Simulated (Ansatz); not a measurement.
PSi31 in space group I-43m (No. 217; Pearson symbol cI64) under volume change, PBE (plane waves, PAW; program Ansatz), shape and atoms relaxed at each volume.

```
V (Å³/atom)  E − E(relaxed) (meV/atom)  P (GPa)
-----------  -------------------------  -------
18.465                            54.2    10.32
19.074                            22.7     6.32
19.682                             5.4     2.91
20.291                             0.0     0.00
20.900                             4.8    -2.48
21.509                            18.3    -4.57
22.117                            39.1    -6.32
```

What does a third-order Birch–Murnaghan fit give for V₀, B₀ and B′?

V₀ = 20.29 Å³/atom, B₀ = 88.9 GPa, B′ = 4.4.

The start of the workflow was typed in or built on a structure type; neither database checked (COD, Materials Project) lists it. Whether it is the stable phase at ambient conditions was not checked. Symmetry was held in the PBE relaxation; its stability against distortions is not shown here.

Potentials: the later of the program's two PAW sets.
